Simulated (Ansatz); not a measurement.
AgI:
```
AgI
1.0
   -2.13268     2.13268     3.01499
    2.13268    -2.13268     3.01499
    2.13268     2.13268    -3.01499
Ag I
1 1
Cartesian
  0.00000   0.00000   0.00000
  0.00000   0.00000   3.01499
```

DFT-PBE+D3(BJ) in the program Ansatz with PAW potentials gives a gap of 0.55 eV without spin–orbit coupling, maximum at N, minimum at M.

Task: What happens when spin–orbit coupling is switched on?

Result: The gap falls by 0.24 eV, to 0.31 eV; maximum at N, minimum at M.

Task: Give the electron effective mass with spin–orbit coupling.

Result: 0.22, 0.22, 0.44 mₑ (principal values).

Task: Give the hole effective mass with spin–orbit coupling.

Result: 0.26, 0.26, 0.96 mₑ (principal values).

Space group Fm-3m (rock salt). This is a known high-pressure phase of the composition, computed here at zero pressure and temperature. The cell was relaxed with PBE+D3(BJ) under the symmetry of its start; its stability against distortions is not shown here. No spin polarisation was allowed.

Potentials: the later of the program's two PAW sets.
